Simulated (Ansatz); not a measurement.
The cell comes from COD entry 9008470, which wasn't checked; take it as a given geometry. The listed cell was then made from it by scaling, straining or moving an atom.

An input for Ir: DFT, PBEsol, PAW with Ansatz's default frozen-core files, scalar-relativistic (Ansatz 0.2.0). The PAW files were made with PBE; their cores are remade for this functional.

Command: `ansatz run input.yaml --threads 1 --pin off --max-ram 3072MiB --backend cpu --events-out ev --progress --plain --runs-dir out` The run took 3.6 s on 1 thread of Intel(R) Xeon(R) 6975P-C (Granite Rapids), with other jobs on the host, peak memory 0.48 GiB.

```yaml
crystal:
  lattice:
    - [0.038394, 1.938897, 1.938897]
    - [1.938897, 0.038394, 1.938897]
    - [1.938897, 1.938897, 0.038394]
  atoms:
    - { symbol: Ir, position: [0.0, 0.0, 0.0] }
kpoints:
  mp_grid: { grid: [18, 18, 18] }
scf:
  occupations: { method: fermi_dirac, width: 0.05 }
hamiltonian:
  xc: pbesol
  pseudopotentials: { kind: paw }
output:
  forces: true
  stress: true
  eigenvalues: true
  efg: { contact_densities: true }
```

The results part of the log:

```
SCF 1 converged in 6 iterations: F = -11799.025071 eV  dr2 = 1.68e-10
  greatest PAW one-centre occupation: 1.000 electrons in one spin orbital (limit 2), on the Ir atom at site 0 (counted from 0), in its partial waves of l = 0
SCF converged after 6 iterations
Free energy (F): -11799.025071 eV
Harris-Foulkes:  -11799.025071 eV  (|F-HF|=9.09e-11)
Internal energy: -11799.017387 eV  (E = F + TS)
E sigma→0 (E₀):  -11799.021229 eV
Entropy (-TS):   -0.007684 eV (-7.684 meV/atom)
Fermi energy:    25.685006 eV
--- Per-component energies (eV) ---
  E_band       = -85.396508
  E_kinetic    = 623.225767
  E_local      = -1066.561907  (includes V_loc(G=0)·N_el)
  E_nonlocal   = 75.801140
  E_hartree    = 408.197880
  E_xc         = -266.564228
  E_vxc        = -299.781905  (∫ρ·V_xc dr)
  E_paw        = -9088.702269  (= ΣΔE_a)
  E_vpaw       = -234.475780  (= ΣTr[D̂ρ^β])
  E_aug_tail   = 0.000052  (compensation charges beyond the density's cutoff)
  E_ewald      = -2484.679107
  E_core_change = 0.265285  (= ΣΔE_core)
  E_smearing   = -0.007684  (= −TS)
  E_closure    = 0.000000  (closes the sum)
  Σ components = -11799.025071   (vs F -11799.025071, Δ=0.00e0)
--- Forces (eV/Å), atoms counted from 1 ---
  atom   1  Ir     0.00000000    -0.00000000     0.00000000
  max |Σ_I F_I| component: 1.54e-32 eV/Å
--- Stress (GPa, compression-positive) ---
       -2.097846      -5.409131      -5.409131
       -5.409131      -2.097846      -5.409131
       -5.409131      -5.409131      -2.097846
  P = ⅓ Tr σ = -2.0978 GPa (-20.978 kbar)
--- PAW observables at the nuclei: V_zz in 10²¹ V/m², potentials from the cell's mean, atoms counted from 1 ---
  atom   1  Ir V_zz =    +3.433498   η = 0.0000   by run symmetry: allowed
            electrostatic potential = -15798.228267 V   contact ρ = 11152100.526365 e/Å³
--- Band table (eV; the first three rows and the last of 580) ---
  k-point 0: bands = ["-67.2373", "-23.7020", "-23.6760", "-23.6760", "14.4755", "21.4476", "21.8915", "21.8915", "24.4917", "24.4917", "39.2138", "44.1325", "45.0482"]
  k-point 1: bands = ["-67.2352", "-23.7103", "-23.6965", "-23.6800", "14.6167", "21.4954", "21.8225", "21.9629", "24.4435", "24.4469", "39.4623", "44.0903", "44.6452"]
  k-point 2: bands = ["-67.2291", "-23.7783", "-23.7114", "-23.6915", "15.0255", "21.5151", "21.7519", "22.1545", "24.3331", "24.3440", "40.1419", "42.8778", "45.1994"]
  k-point 579: bands = ["-67.1799", "-24.4332", "-23.7699", "-23.7699", "17.4359", "21.7139", "21.7139", "24.5470", "26.4953", "26.4953", "32.4604", "39.1016", "45.1209"]
```
